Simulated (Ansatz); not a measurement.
From the elastic tensor of Al at 5 GPa (stress–strain coefficients) to moduli and sound speeds

Level of theory: DFT LDA, scalar-relativistic, plane waves, PAW (Ansatz 0.2.0). Plane waves to 420 eV; Γ-centred k mesh 18×18×6; Fermi-Dirac smearing of 0.15 eV. No spin polarisation.

The structure is hexagonal, space group P6_3/mmc (No. 194). Conventional cell: a = 2.766 Å, b = 2.766 Å, c = 9.086 Å, α = 90.00°, β = 90.00°, γ = 120.00°. Al (site symmetry -3m) is surrounded by 12 Al at 2.77 to 2.78 Å. Around Al (site symmetry -6m2) lie 12 Al at 2.77 to 2.78 Å.

In a metal, frequencies and elastic constants depend on the k mesh and the smearing, soft modes and shear constants most. Other phases may be more stable at this pressure.

Relaxed-ion constants (GPa, on the Cartesian axes of the calculation):
```
168.6  82.4  65.7   0.0   0.0   0.0
 82.4 168.6  65.7   0.0   0.0   0.0
 65.6  65.6 178.1   0.0   0.0   0.0
  0.0   0.0   0.0  34.9   0.0   0.0
  0.0   0.0   0.0   0.0  34.9   0.0
  0.0   0.0   0.0   0.0   0.0  43.1
```

Density 2.977 g/cm³; 4 atoms in 60.21 Å³.

The values that follow are for a polycrystal of randomly turned grains, by Hill's mean where one number stands.

With S = C⁻¹: B_V = (C11+C22+C33+2(C12+C13+C23))/9, G_V = (C11+C22+C33−C12−C13−C23+3(C44+C55+C66))/15, 1/B_R = S11+S22+S33+2(S12+S13+S23), 15/G_R = 4(S11+S22+S33−S12−S13−S23)+3(S44+S55+S66); Hill is their mean. Then v_l = √((B+4G/3)/ρ), v_t = √(G/ρ), v_m = [(2/v_t³+1/v_l³)/3]^(−1/3) and Θ = (ħ/k_B)·v_m·(6π²n/V)^(1/3) for n atoms in the volume V; E = 9BG/(3B+G), ν = (3B−2G)/(2(3B+G)) and A^U = 5G_V/G_R + B_V/B_R − 6.

| Quantity | Value |
| --- | --- |
| Bulk modulus, Voigt / Reuss / Hill | 104.7 / 104.7 / 104.7 GPa |
| Shear modulus, Voigt / Reuss / Hill | 42.7 / 41.3 / 42.0 GPa |
| Young's modulus | 111 GPa |
| Poisson ratio | 0.323 |
| Pugh ratio B/G | 2.50 |
| Universal anisotropy index | 0.17 |
| Longitudinal and transverse sound speeds | 7347 and 3755 m/s |
| Debye temperature from the mean sound speed | 507 K |

This form isn't the element's structure at ambient conditions.

Cost: 1 run of about 4.9 core-minutes, on Intel Xeon Platinum 8259CL (Skylake/Cascade Lake) (shared hosts).